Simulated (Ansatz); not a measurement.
CdF2 (fluorite, space group No. 225), PBE (plane waves, PAW; program Ansatz): ε∞ = 2.86, cell volume 41.17 Å³. Infrared-active transverse modes:

```
ω_TO (cm⁻¹)  oscillator strength S_xx (e²/amu)
-----------  ---------------------------------
193.1                                   0.2169
```

**Question.** Compute the static dielectric constant.

**Answer.** Each mode adds (4.921e7/V) S/ω²: 6.95. So ε0 = 9.81.

**Question.** What LO frequency does the Lyddane–Sachs–Teller relation give?

**Answer.** ω_LO = ω_TO √(ε0/ε∞) = 358 cm⁻¹.

Space group Fm-3m (fluorite). Symmetry was held in the PBE relaxation; phonons on a q-mesh show no instability. Scalar-relativistic: spin–orbit coupling is off unless named, which matters more the heavier the elements.

Potentials: the later of the program's two PAW sets.
